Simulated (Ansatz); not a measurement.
input.yaml (Ansatz)

```yaml
crystal:
  lattice:
    - [0.0, 2.0271810078, 2.0271810078]
    - [2.0271810078, 0.0, 2.0271810078]
    - [2.0271810078, 2.0271810078, 0.0]
  atoms:
    - { symbol: B, position: [0.125, 0.125, 0.125] }
    - { symbol: B, position: [0.875, 0.875, 0.875] }
hamiltonian:
  xc: r2scan
  pseudopotentials:
    kind: paw
    azcp:
      B: "pseudopotentials/B.paw.azcp"
basis:
  ecutwfc: 500
  fft_grid_basis: typed
kpoints:
  mp_grid: { grid: [15, 15, 15], shift: [0, 0, 0] }
magnetization:
  spin_polarized: false
scf:
  occupations: { method: fermi_dirac, width: 0.1 }
  lower_state_search: "off"
output:
  stress: true
```

Output

```
Engine: ansatz 0.2.0, x86_64-unknown-linux-gnu
Pseudopotentials: kind: paw
Pseudopotential: B, paw, valence charge 3, recommended cutoff 500 eV (meta_gga) 
Functional definition: r2SCAN
  parameter k0 = 0.174
  parameter k1 = 0.065
  parameter a1 = 4.9479
  exchange = r2scan_x(k0 = k0, k1 = k1, a1 = a1)
  correlation = r2scan_c
Crystal: 2 atoms, lattice volume = 16.661 Å³
Basis set: ecut = 500 eV, 411 PW (Γ), exchange–correlation on 96×96×96 points (64 copies of the dense FFT grid, shifted against one another)
Bands: 7, of which v1, the nominal top of the filled ones, is band 3 counted from 1 (2 counted from 0)
Symmetry: 48 space group operations
Space group: Fd-3m (ITA 227), of the structure as read, at distance tolerance 2.6e-5 Å
k-points: 120 of 3375
Non-local potential: B, projectors of the file, l = 0: 2, l = 1: 2, l = 2: 1
PAW form: soft (Blöchl's): semilocal exchange-correlation on the pseudo side does not see the compensation charge
PAW frozen core: B, regenerated for the run's functional (the file was generated under x = pbe(κ = 0.804, μ = 0.2195149727645171), c = pbe(β = 0.06672455060314922))
PAW one-centre angular grid: B, 302 points (default); XC on 160 Gauss nodes
Initial density: superposition of atomic densities (neutral atoms: chi_scale 0, normalization atom), corrected by the library's trained network
Initial wavefunctions: pseudopotential atomic-orbital guess
Functional: x = r2scan, c = r2scan; τ floored in thin density (d = 2e-4 eV/Å³)
SCF iter   1: F=-311.126276 eV  HF=-311.093085 eV  |F-HF|=3.32e-2  |Δ(HF+E_count)|=         —  Δρ=3.92e-3  dr2=1.01e-3  dr2_τ=1.54e-1  ethr=1.77e-3  ⟨swp⟩=4.5  Hψ=5809  notcnv=0
SCF iter   2: F=-311.127857 eV  HF=-311.127573 eV  |F-HF|=2.84e-4  |Δ(HF+E_count)|=   3.45e-2  Δρ=2.86e-3  dr2=5.31e-4  dr2_τ=1.07e-5  ethr=1.68e-5  ⟨swp⟩=2.0  Hψ=2631  notcnv=0  defer=9
SCF iter   3: F=-311.127880 eV  HF=-311.127832 eV  |F-HF|=4.87e-5  |Δ(HF+E_count)|=   2.58e-4  Δρ=1.09e-3  dr2=8.67e-5  dr2_τ=4.63e-6  ethr=8.84e-6  ⟨swp⟩=2.5  Hψ=1173  notcnv=0  defer=9
SCF iter   4: F=-311.127887 eV  HF=-311.127884 eV  |F-HF|=2.91e-6  |Δ(HF+E_count)|=   5.26e-5  Δρ=2.52e-4  dr2=4.59e-6  dr2_τ=9.40e-8  ethr=1.44e-6  ⟨swp⟩=2.0  Hψ=1156  notcnv=0  defer=9
SCF iter   5: F=-311.127887 eV  HF=-311.127887 eV  |F-HF|=1.54e-7  |Δ(HF+E_count)|=   3.09e-6  Δρ=5.54e-5  dr2=2.22e-7  dr2_τ=5.05e-9  ethr=7.65e-8  ⟨swp⟩=2.0  Hψ=1140  notcnv=0  defer=9
SCF iter   6: F=-311.127887 eV  HF=-311.127887 eV  |F-HF|=5.79e-10  |Δ(HF+E_count)|=   1.72e-7  Δρ=3.13e-6  dr2=6.96e-10  dr2_τ=1.61e-11  ethr=1.67e-9  ⟨swp⟩=4.1  Hψ=2276  notcnv=0
SCF 1 converged in 6 iterations: F = -311.127887 eV  dr2 = 6.96e-10
SCF converged after 6 iterations
Free energy (F): -311.127887 eV
Harris-Foulkes:  -311.127887 eV  (|F-HF|=5.79e-10)
Internal energy: -311.099403 eV  (E = F + TS)
E sigma→0 (E₀):  -311.113645 eV
Entropy (-TS):   -0.028484 eV (-14.242 meV/atom)
Fermi energy:    6.470517 eV
--- Per-component energies (eV) ---
  E_band       = 8.753123
  E_kinetic    = 90.713753
  E_local      = -42.429524  (includes V_loc(G=0)·N_el)
  E_nonlocal   = 25.271968
  E_hartree    = 8.078917
  E_xc         = -60.414677
  E_vxc        = -79.174983  (∫ρ·V_xc dr)
  E_paw        = -160.095114  (= ΣΔE_a)
  E_vpaw       = -5.621552  (= ΣTr[D̂ρ^β])
  E_aug_tail   = -0.000002  (compensation charges beyond the density's cutoff)
  E_vtau       = 3.835665  (kinetic-family band-sum trace: ∫τ·v_τ [+ j·A + Jᵃ·Aᵃ] dr)
  E_ewald      = -172.187840
  E_core_change = -0.036884  (= ΣΔE_core)
  E_smearing   = -0.028484  (= −TS)
  E_closure    = 0.000000  (closes the sum)
  Σ components = -311.127887   (vs F -311.127887, Δ=0.00e0)
--- Stress (GPa, compression-positive) ---
       -0.086258       0.000000      -0.000000
       -0.000000      -0.086258       0.000000
       -0.000000       0.000000      -0.086258
  P = ⅓ Tr σ = -0.0863 GPa (-0.863 kbar)
```

Launched by

```sh
ansatz run input.yaml --threads 1 --pin off --max-ram 3584MiB --backend cpu --events-out ev --progress --plain --runs-dir out
```

On 1 thread of Intel(R) Xeon(R) Platinum 8259CL CPU @ 2.50GHz (Skylake/Cascade Lake) (shared host) this took about 3.6 s of wall time and 3.5 s of CPU time.
